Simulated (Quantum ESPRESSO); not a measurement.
Parts of the isotropic shielding in SiC, by PBE GIPAW (a modified build of Quantum ESPRESSO, JTH PAW datasets), 20 Ha, k-mesh 10×10×10 shifted:

```
CSi
1.0
    0.00000     2.17400     2.17400
    2.17400     0.00000     2.17400
    2.17400     2.17400     0.00000
Si C
1 1
Cartesian
  0.00000   0.00000   0.00000
  1.08700   1.08700   1.08700
```
The cell was made here from an entry of the Crystallography Open Database (unchecked): atoms relaxed with PBE in the measured cell (PBE without dispersion, pw.x of Quantum ESPRESSO, symmetry kept).  Stability against distortions was not tested.

The core term is that of the free atom's frozen core; the paramagnetic column sums the reconstruction terms. Shieldings are absolute and leave out the bulk-susceptibility term; a larger σ means a smaller chemical shift. By our sweeps, such settings leave a few ppm in absolute σ. No d partial waves on Si: the paramagnetic term there is incompletely reconstructed.

```json
[
 {"site": "Si (atom 1)", "core": "837.8", "bare (smooth current)": "-27.0", "diamagnetic correction": "3.3", "paramagnetic corrections": "?", "σ_iso (ppm)": "?"},
 {"site": "C (atom 2)", "core": "200.5", "bare (smooth current)": "6.2", "diamagnetic correction": "7.2", "paramagnetic corrections": "?", "σ_iso (ppm)": "?"}
]
```

Question: Some entries are withheld; supply them.

Answer: 
- Si (atom 1), paramagnetic corrections: -454.7
- Si (atom 1), σ_iso (ppm): 359.4
- C (atom 2), paramagnetic corrections: -71.4
- C (atom 2), σ_iso (ppm): 142.5
